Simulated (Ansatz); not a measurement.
The start is a generated cell, SnSe placed in the zincblende structure type. The cell and all atomic positions are relaxed at zero pressure with r2SCAN (plane waves to 500 eV, PAW, scalar-relativistic; Ansatz, a first-principles code). First-step values are on the input's coarse k-mesh.

Ansatz input (later rounds restart from its end on a renewed k-mesh):
Ansatz 0.2 input:
```yaml
crystal:
  lattice:
    - [0, 3.213313, 3.213313]
    - [3.213313, 0, 3.213313]
    - [3.213313, 3.213313, 0]
  atoms:
    - { symbol: Se, position: [0.75, 0.75, 0.75] }
    - { symbol: Sn, position: [0, 0, 0] }
basis: { ecutwfc: 500, ecutrho_ratio: 4, xc_grid: 4, fft_grid_basis: typed }
kpoints: { mp_grid: { grid: [6, 6, 6] } }
hamiltonian:
  xc: r2scan
  dispersion: none
  pseudopotentials: { kind: paw }
scf: { occupations: { method: fermi_dirac, width: 0.05 } }
relax: { f_tol: 0.01, max_steps: 100, cell: { stress_tol: 0.02 } }
output: { forces: true, stress: true }
```

Q: What pressure does the first self-consistent step give?

A: +6 GPa (positive: the cell is compressed).

Q: How much energy is released per atom?

A: 0.08 eV/atom.

Q: How does the volume per atom move from start to end?

A: +14.6 %, from 33.18 to 38.01 Å³/atom.

Q: How do the shortest distances between atoms change?

A: The closest pairs of elements (up to four, under 3.6 Å), start → end: Se–Sn 2.78 → 2.91 Å.

Q: What band gap does the relaxed structure have at this level?

A: No clear gap: the sampled points leave 0.04 eV away from the symmetry points, which may be a band crossing missed between them.

Q: Give the final cell and atomic positions.

A: 
Space group F-43m (No. 216); a = b = c = 6.725 Å, α = β = γ = 90.00°

| atom | site | symmetry | x | y | z |
|---|---|---|---|---|---|
| Se | 4c | -43m | 0.2500 | 0.2500 | 0.2500 |
| Sn | 4a | -43m | 0.0000 | 0.0000 | 0.0000 |
(The calculation used a cell of 2 atoms; values per cell refer to that cell.)

The space group stays F-43m (No. 216) (the run could not lower it); the end is zinc blende type, with 2 atoms in the primitive cell. Final values are on a 12×12×12 k-mesh of the relaxed cell. No spin polarisation in the result.

The run could not lose the symmetry of its start: the end is stationary, and may be a saddle point rather than a minimum.

All atoms sit on sites fixed by symmetry, so only the cell could relax.

The relaxed structure here is a generated cell of SnSe: the first start was made by placing the elements on the sites of a structure type, and the end was not matched to a known phase here, so it may be hypothetical. Known forms of SnSe include space group No. 62.
